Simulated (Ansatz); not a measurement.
Ionic part of the dielectric constant of AlN at 50 GPa, mode by mode

Level of theory: Ansatz 0.2.0, DFT LDA, scalar-relativistic, plane waves, PAW. Settings: 420 eV plane-wave cutoff, Γ-centred 10×10×10 mesh, fixed occupations. No spin polarisation. Phonons by linear response, acoustic sum rule imposed.

Symmetry: F-43m, No. 216, cubic system. Conventional cell: a = 4.101 Å, b = 4.101 Å, c = 4.101 Å, α = 90.00°, β = 90.00°, γ = 90.00°. Al (site symmetry -43m) is surrounded by 4 N at 1.78 Å. N (site symmetry -43m) has 4 Al at 1.78 Å as nearest neighbours.

Other phases may be more stable at this pressure.

The primitive cell has V = 17.24 Å³ and ε∞,yy = 4.333. Each polar mode adds Δε = (4.92064×10⁷/V)·S/ν² along y, with S its oscillator strength in e²/amu, ν in cm⁻¹ and V in Å³.

Task: From these modes, find each Δε and ε0,yy.
```json
{"ν (cm⁻¹)": "839.4", "S_yy (e²/amu)": "0.6909"}
```

Result:
```
ν (cm⁻¹)    Δε
   839.4  2.80
```

The sum is 2.799, so ε0,yy = 7.13; the run's tensor has 7.13.

Task: Where do the longitudinal modes lie for a wave vector along y?

Result: At 1077 cm⁻¹. The Lyddane–Sachs–Teller product Π(ν_LO/ν_TO)² = 1.65 matches ε0/ε∞ = 1.65.

This zinc-blende form isn't the usual stable structure of the compound at low pressure.

Cost: 1 run of about 0.48 core-minutes, on AMD EPYC 7R43 (Zen 3) (shared hosts).